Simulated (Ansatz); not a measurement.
Input, command and steps of an Ansatz relaxation.

```yaml
crystal:
  lattice:
    - [-2.2926225892, 2.2926225892, 5.5616367402]
    - [2.2926225892, -2.2926225892, 5.5616367402]
    - [2.2926225892, 2.2926225892, -5.5616367402]
  atoms:
    - { symbol: Ba, position: [0.0, 0.0, 0.0] }
    - { symbol: Sr, position: [0.3711, 0.3711, 0.0] }
    - { symbol: Sr, position: [0.6289, 0.6289, 0.0] }
    - { symbol: O, position: [0.25, 0.75, 0.5] }
    - { symbol: O, position: [0.75, 0.25, 0.5] }
basis:
  ecutwfc: 420
kpoints:
  mp_grid: { grid: [6, 6, 6] }
hamiltonian:
  xc: pbe
scf:
  occupations: { method: gaussian, width: 0.1 }
  lower_state_search: "off"
output:
  forces: true
  stress: true
  eigenvalues: true
relax:
  adjacent_minimum: "off"
  f_tol: 0.04
  max_steps: 70
  cell: { stress_tol: 0.4 }
```

```bash
ansatz run input.yaml --threads 1 --pin off --max-ram 2560MiB --backend cpu --events-out ev --progress --plain --runs-dir out
```

These are results of Ansatz 0.2.0, DFT PBE, scalar-relativistic, plane waves, PAW, not measurements.

Of 10 frames 10 are shown, positions in Å and forces in eV/Å; the SCF threshold varies from step to step. Steps run on the plane waves of an earlier cell, with a Pulay correction in the pressure. The basis is chosen afresh for the last frame, the zero of the energies, and at times for earlier ones too; energy and pressure can step there, also at an unchanged geometry. Here that happened at steps 7 (-12 meV/atom, 0.6 GPa), 10 (-2 meV/atom, 0.0 GPa); frames between the last choice of the basis and such a step carry an error that grows, as the cell changes, to that size.

```xyz
5
Lattice="-2.2926 2.2926 5.5616 2.2926 -2.2926 5.5616 2.2926 2.2926 -5.5616" Properties=species:S:1:pos:R:3:forces:R:3 pbc="T T T" step=1 free_energy_over_end_meV_per_atom=676.08 pressure_GPa=-2.02
Ba    0.0000    0.0000    0.0000    0.0000    0.0000    0.0000
Sr    0.0000    0.0000    4.1278    0.0000    0.0000   -5.3050
Sr    0.0000    0.0000    6.9954    0.0000    0.0000    5.3050
O     2.2926    0.0000    2.7808    0.0000    0.0000    0.0000
O     0.0000    2.2926    2.7808    0.0000    0.0000    0.0000
5
Lattice="-2.2907 2.2907 5.5343 2.2907 -2.2907 5.5343 2.2907 2.2907 -5.5343" Properties=species:S:1:pos:R:3:forces:R:3 pbc="T T T" step=2 free_energy_over_end_meV_per_atom=332.24 pressure_GPa=0.12
Ba    0.0000    0.0000    0.0000    0.0000    0.0000    0.0000
Sr    0.0000    0.0000    3.9122    0.0000    0.0000   -3.4842
Sr    0.0000    0.0000    7.1564    0.0000    0.0000    3.4842
O     2.2907    0.0000    2.7672    0.0000    0.0000    0.0000
O     0.0000    2.2907    2.7672    0.0000    0.0000    0.0000
5
Lattice="-2.2877 2.2877 5.6046 2.2877 -2.2877 5.6046 2.2877 2.2877 -5.6046" Properties=species:S:1:pos:R:3:forces:R:3 pbc="T T T" step=3 free_energy_over_end_meV_per_atom=126.24 pressure_GPa=2.26
Ba    0.0000    0.0000    0.0000    0.0000    0.0000    0.0000
Sr    0.0000    0.0000    3.7654    0.0000    0.0000   -1.6381
Sr    0.0000    0.0000    7.4437    0.0000    0.0000    1.6381
O     2.2877    0.0000    2.8023    0.0000    0.0000    0.0000
O     0.0000    2.2877    2.8023    0.0000    0.0000    0.0000
5
Lattice="-2.3012 2.3012 5.8726 2.3012 -2.3012 5.8726 2.3012 2.3012 -5.8726" Properties=species:S:1:pos:R:3:forces:R:3 pbc="T T T" step=4 free_energy_over_end_meV_per_atom=34.32 pressure_GPa=2.61
Ba    0.0000    0.0000    0.0000    0.0000    0.0000    0.0000
Sr    0.0000    0.0000    3.7374    0.0000    0.0000   -0.0895
Sr    0.0000    0.0000    8.0078    0.0000    0.0000    0.0895
O     2.3012    0.0000    2.9363    0.0000    0.0000    0.0000
O     0.0000    2.3012    2.9363    0.0000    0.0000    0.0000
5
Lattice="-2.3288 2.3288 6.0589 2.3288 -2.3288 6.0589 2.3288 2.3288 -6.0589" Properties=species:S:1:pos:R:3:forces:R:3 pbc="T T T" step=5 free_energy_over_end_meV_per_atom=19.37 pressure_GPa=0.79
Ba    0.0000    0.0000    0.0000    0.0000    0.0000    0.0000
Sr    0.0000    0.0000    3.7988    0.0000    0.0000    0.0244
Sr    0.0000    0.0000    8.3189    0.0000    0.0000   -0.0244
O     2.3288    0.0000    3.0294    0.0000    0.0000    0.0000
O     0.0000    2.3288    3.0294    0.0000    0.0000    0.0000
5
Lattice="-2.3359 2.3359 6.1781 2.3359 -2.3359 6.1781 2.3359 2.3359 -6.1781" Properties=species:S:1:pos:R:3:forces:R:3 pbc="T T T" step=6 free_energy_over_end_meV_per_atom=17.61 pressure_GPa=0.04
Ba    0.0000    0.0000    0.0000    0.0000    0.0000    0.0000
Sr    0.0000    0.0000    3.8546    0.0000    0.0000    0.0201
Sr    0.0000    0.0000    8.5017    0.0000    0.0000   -0.0201
O     2.3359    0.0000    3.0891    0.0000    0.0000    0.0000
O     0.0000    2.3359    3.0891    0.0000    0.0000    0.0000
5
Lattice="-2.3359 2.3359 6.1781 2.3359 -2.3359 6.1781 2.3359 2.3359 -6.1781" Properties=species:S:1:pos:R:3:forces:R:3 pbc="T T T" step=7 free_energy_over_end_meV_per_atom=5.60 pressure_GPa=0.65
Ba    0.0000    0.0000    0.0000    0.0000    0.0000    0.0000
Sr    0.0000    0.0000    3.8546    0.0000    0.0000    0.0218
Sr    0.0000    0.0000    8.5017    0.0000    0.0000   -0.0218
O     2.3359    0.0000    3.0891    0.0000    0.0000    0.0000
O     0.0000    2.3359    3.0891    0.0000    0.0000    0.0000
5
Lattice="-2.3345 2.3345 6.3450 2.3345 -2.3345 6.3450 2.3345 2.3345 -6.3450" Properties=species:S:1:pos:R:3:forces:R:3 pbc="T T T" step=8 free_energy_over_end_meV_per_atom=2.34 pressure_GPa=0.25
Ba    0.0000    0.0000    0.0000    0.0000    0.0000    0.0000
Sr    0.0000    0.0000    3.9454    0.0000    0.0000   -0.0196
Sr    0.0000    0.0000    8.7445    0.0000    0.0000    0.0196
O     2.3345    0.0000    3.1725    0.0000    0.0000    0.0000
O     0.0000    2.3345    3.1725    0.0000    0.0000    0.0000
5
Lattice="-2.3365 2.3365 6.4644 2.3365 -2.3365 6.4644 2.3365 2.3365 -6.4644" Properties=species:S:1:pos:R:3:forces:R:3 pbc="T T T" step=9 free_energy_over_end_meV_per_atom=2.11 pressure_GPa=0.00
Ba    0.0000    0.0000    0.0000    0.0000    0.0000    0.0000
Sr    0.0000    0.0000    3.9994    0.0000    0.0000    0.0008
Sr    0.0000    0.0000    8.9295    0.0000    0.0000   -0.0008
O     2.3365    0.0000    3.2322    0.0000    0.0000    0.0000
O     0.0000    2.3365    3.2322    0.0000    0.0000    0.0000
5
Lattice="-2.3365 2.3365 6.4644 2.3365 -2.3365 6.4644 2.3365 2.3365 -6.4644" Properties=species:S:1:pos:R:3:forces:R:3 pbc="T T T" step=10 free_energy_over_end_meV_per_atom=0.00 pressure_GPa=0.04
Ba    0.0000    0.0000    0.0000    0.0000    0.0000    0.0000
Sr    0.0000    0.0000    3.9994    0.0000    0.0000    0.0012
Sr    0.0000    0.0000    8.9295    0.0000    0.0000   -0.0012
O     2.3365    0.0000    3.2322    0.0000    0.0000    0.0000
O     0.0000    2.3365    3.2322    0.0000    0.0000    0.0000
```

The start puts this composition into another compound's structure type, which needn't suit it. At the end the space group is I4/mmm (tolerance 0.05 Å).

The run took 72 s on 1 thread of Arm Neoverse V1, on a shared host, peak memory 0.48 GiB.

The k mesh is coarse.